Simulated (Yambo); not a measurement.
A G0W0@PBEsol run in Yambo for CaB2C2 (space group I4/mcm, No. 140) (4×4×4 Γ-centred k mesh, 118 bands and a 6 Ry block in the screening, 118 bands in G with the Bruneval-Gonze terminator, plasmon pole fitted at 27.2 eV) gives these matrix elements, in eV, at the band edges ((0, 0, 0.25) → Z):

```tsv
state	E0	<Vxc>	<Σx>	<Σc(E0)>	Z
valence edge	0.000	-12.935	-13.778	0.826	0.793
conduction edge	0.616	-11.380	-7.807	-3.088	0.805
```

**Question.** Solve the linearised quasiparticle equation for both states, give the gap, and say how exchange and correlation each act on it.

**Answer.** E = E0 + Z(Σx + Σc − Vxc). Valence: 0.000 + 0.793 × (-13.778 + (0.826) − (-12.935)) = -0.01 eV. Conduction: 0.616 + 0.805 × (-7.807 + (-3.088) − (-11.380)) = 1.01 eV. The gap is 1.02 eV, against 0.62 eV in PBEsol. Replacing Vxc by bare exchange alone would open it by 4.42 eV; correlation takes back 3.91 eV of that, and Z scales what is left. Nearest settings tried, and what they do to the gap: 3 Ry block (63 vectors against 173): -57 meV. Not varied: bands in G, bands in W, mesh. So the settings aren't converged at that level. The mesh misses a band edge: along a dense path the PBEsol gap is 0.54 eV against 0.62 eV on the mesh. 

Geometry of the Materials Project entry, not relaxed at this level; primitive cell a = b = c = 5.2935 Å, α = β = 119.31°, γ = 91.19°.

The structure is a Materials Project entry; no match was found in the copy of COD used, and its stability was not checked.
